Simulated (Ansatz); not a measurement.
# LuTl$_{3}$: levels along high-symmetry lines

```
Lu Tl
1.0
     4.65300    0.00000    0.00000
     0.00000    4.65300    0.00000
     0.00000    0.00000    4.65300
Lu Tl
1 3
Direct
  0.00000 0.00000 0.00000
  0.00000 0.50000 0.50000
  0.50000 0.00000 0.50000
  0.50000 0.50000 0.00000
```

Atom numbers follow the list: Lu1, Tl2, Tl3, Tl4.

The cell is COD entry 1538927, as deposited and not checked against the literature; nothing was relaxed.

No spin–orbit coupling, which matters for the heavy atoms here.

All numbers below come from DFT, PBEsol, all-electron LAPW, scalar-relativistic in Ansatz 0.2.0.

The runs use a Γ-centred 7×7×7 k mesh, Fermi–Dirac smearing of 0.08 eV, basis error target 1 meV/atom, no spin polarisation.

Points in fractions of the reciprocal vectors of this cell: Γ (0, 0, 0), X (0, 0.5, 0), M (0.5, 0.5, 0), R (0.5, 0.5, 0.5). The path runs Γ–X–M–Γ–R–X–R–M. Energies are in eV from the Fermi level; (×n) counts levels within 4 meV of each other, which need not be degenerate by symmetry.

(1) Metal or insulator at this level of theory?

(2) Tabulate bands 66 to 73, counted from the lowest band of the run, along the path.

## Answers

(1) No gap opens: metallic or semimetallic.

(2) 
| k (1/Å) | point | band 66 | band 67 | band 68 | band 69 | band 70 | band 71 | band 72 | band 73 |
| --- | --- | --- | --- | --- | --- | --- | --- | --- | --- |
| 0.00 | Γ | -3.85 | -3.85 | -1.59 | -1.59 | -1.59 | 2.37 | 2.48 | 2.48 |
| 0.10 |  | -4.13 | -3.83 | -1.57 | -1.57 | -1.38 | 2.36 | 2.36 | 2.48 |
| 0.19 |  | -4.76 | -3.76 | -1.50 | -1.50 | -0.96 | 1.75 | 2.11 | 2.11 |
| 0.29 |  | -5.47 | -3.65 | -1.42 | -1.42 | -0.54 | 1.01 | 1.89 | 1.89 |
| 0.39 |  | -5.64 | -3.51 | -1.33 | -1.33 | -0.16 | 0.36 | 1.74 | 1.74 |
| 0.48 |  | -5.65 | -3.36 | -1.25 | -1.25 | -0.16 | 0.18 | 1.67 | 1.67 |
| 0.58 |  | -5.65 | -3.23 | -1.21 | -1.21 | -0.52 | 0.45 | 1.67 | 1.67 |
| 0.68 | X | -5.65 | -3.18 | -1.20 | -1.20 | -0.65 | 0.55 | 1.68 | 1.68 |
| 0.77 |  | -5.65 | -3.42 | -1.16 | -0.97 | -0.77 | 0.33 | 1.41 | 1.86 |
| 0.87 |  | -5.65 | -3.95 | -1.25 | -1.04 | -0.50 | 0.21 | 0.99 | 2.06 |
| 0.96 |  | -5.65 | -4.55 | -1.96 | -0.85 | 0.02 | 0.37 | 0.61 | 2.21 |
| 1.06 |  | -5.65 | -5.14 | -2.70 | -0.62 | 0.30 | 0.49 | 0.68 | 2.30 |
| 1.16 |  | -5.65 | -5.55 | -3.35 | -0.38 | 0.08 | 0.86 | 1.11 | 2.25 |
| 1.25 |  | -5.64 | -5.63 | -3.85 | -0.19 | -0.06 | 1.08 | 1.62 | 2.30 |
| 1.35 | M | -5.64 | -5.64 | -4.04 | -0.11 | -0.11 | 1.14 | 2.11 | 2.35 |
| 1.49 |  | -5.64 | -5.63 | -3.66 | -0.25 | -0.03 | 0.86 | 1.65 | 2.21 |
| 1.62 |  | -5.63 | -5.61 | -2.77 | -0.55 | 0.03 | 0.20 | 1.93 | 2.05 |
| 1.76 |  | -5.62 | -5.40 | -1.72 | -0.89 | -0.67 | 0.57 | 1.87 | 2.30 |
| 1.90 |  | -5.42 | -4.88 | -1.40 | -1.18 | -0.33 | 1.05 | 1.08 | 2.23 |
| 2.03 |  | -4.87 | -4.35 | -1.63 | -1.41 | -0.04 | 0.81 | 1.61 | 2.45 |
| 2.17 |  | -4.22 | -3.98 | -1.64 | -1.54 | -1.08 | 1.96 | 2.18 | 2.57 |
| 2.31 | Γ | -3.85 | -3.85 | -1.59 | -1.59 | -1.59 | 2.37 | 2.48 | 2.48 |
| 2.47 |  | -4.20 | -4.20 | -1.92 | -1.06 | -1.06 | 1.86 | 1.86 | 2.46 |
| 2.64 |  | -4.77 | -4.77 | -2.55 | 0.02 | 0.02 | 0.75 | 0.75 | 2.50 |
| 2.81 |  | -5.24 | -5.24 | -3.08 | -0.37 | -0.37 | 1.33 | 1.33 | 1.98 |
| 2.97 |  | -5.50 | -5.50 | -3.32 | -1.25 | -1.25 | 0.30 | 2.38 | 2.38 |
| 3.14 |  | -5.60 | -5.60 | -3.28 | -1.94 | -1.94 | -1.25 | 2.18 | 2.93 |
| 3.31 |  | -5.64 | -5.64 | -3.17 | -2.42 | -2.39 | -2.39 | 1.40 | 3.08 |
| 3.47 | R | -5.66 | -5.66 | -3.52 | -2.55 | -2.55 | -2.55 | 0.96 | 3.11 |
| 3.61 |  | -5.65 | -5.64 | -3.18 | -2.62 | -2.49 | -2.31 | 1.26 | 3.07 |
| 3.75 |  | -5.65 | -5.54 | -2.74 | -2.64 | -2.32 | -1.47 | 1.86 | 3.02 |
| 3.88 |  | -5.65 | -5.27 | -2.37 | -2.36 | -2.03 | -0.27 | 2.05 | 2.79 |
| 4.02 |  | -5.65 | -4.84 | -1.97 | -1.79 | -1.66 | 0.96 | 1.72 | 1.86 |
| 4.16 |  | -5.65 | -4.26 | -1.59 | -1.23 | -0.96 | 0.50 | 1.64 | 2.02 |
| 4.29 |  | -5.65 | -3.59 | -1.31 | -0.83 | -0.62 | 0.00 | 1.55 | 1.89 |
| 4.43 | X | -5.65 | -3.18 | -1.20 | -1.20 | -0.65 | 0.55 | 1.68 | 1.68 |
| 5.38 | R | -5.66 | -5.66 | -3.52 | -2.55 | -2.55 | -2.55 | 0.96 | 3.11 |
| 5.48 |  | -5.65 | -5.65 | -3.31 | -2.67 | -2.45 | -2.45 | 1.11 | 3.08 |
| 5.58 |  | -5.65 | -5.65 | -2.95 | -2.77 | -2.17 | -2.17 | 1.49 | 2.99 |
| 5.67 |  | -5.64 | -5.64 | -3.28 | -2.06 | -1.75 | -1.75 | 1.86 | 2.87 |
| 5.77 |  | -5.64 | -5.64 | -3.59 | -1.25 | -1.25 | -1.23 | 2.05 | 2.74 |
| 5.87 |  | -5.64 | -5.64 | -3.84 | -0.73 | -0.73 | -0.33 | 2.11 | 2.63 |
| 5.96 |  | -5.64 | -5.64 | -3.99 | -0.29 | -0.29 | 0.58 | 2.11 | 2.52 |
| 6.06 | M | -5.64 | -5.64 | -4.04 | -0.11 | -0.11 | 1.14 | 2.11 | 2.35 |
